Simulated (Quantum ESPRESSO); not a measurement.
# NMR parameters of Ca$_{3}$MgO$_{4}$ (changed cell)

```xyz
8
Lattice="4.7213 0.0000 0.0000 0.0000 4.7213 0.0000 0.0000 0.0000 4.7213" Properties=species:S:1:pos:R:3 pbc="T T T"
Mg     0.0000     0.0000     0.0000
O      2.3607     0.0000     0.0000
Ca     0.0000     2.3607     2.3607
O      2.3607     2.3607     2.3607
Ca     2.3607     0.0000     2.3607
O      0.0000     0.0000     2.3607
Ca     2.3607     2.3607     0.0000
O      0.0000     2.3607     0.0000
```
The cell was made here from a computed Materials Project entry: one of 4 Ca replaced by Mg, cell and atoms relaxed (PBE without dispersion, pw.x of a modified build of Quantum ESPRESSO, symmetry kept). The parent is CaO in Fm-3m. The swapped cell is a model, not a known phase. Stability against distortions was not tested.

Computed: shieldings by GIPAW with PBE in Quantum ESPRESSO, on JTH PAW datasets, 22.5 Ha, k-mesh 5×5×5 shifted, f-sum rule met within 0.008 %.

| site | site symmetry | σ_iso (ppm) | span Ω (ppm) |
|---|---|---|---|
| Mg (atom 1) | m-3m | 556 | 0 |
| O1 (atoms 2, 6, 8) | 4/mmm | -33 | 196 |
| Ca (atoms 3, 5, 7) | 4/mmm | 936 | 25 |
| O2 (atom 4) | m-3m | -160 | 0 |

Ω = σ33 − σ11 of the symmetric part; where symmetry doesn't make it nil, it is less certain than σ_iso.

Shieldings are absolute and leave out the bulk-susceptibility term; a larger σ means a smaller chemical shift. By our sweeps, such settings leave a few ppm in absolute σ. The datasets of Mg hold no d projectors, which limits absolute σ on these atoms. PBE places the empty d or f states of Ca too low, which is known to distort σ on and beside such ions.
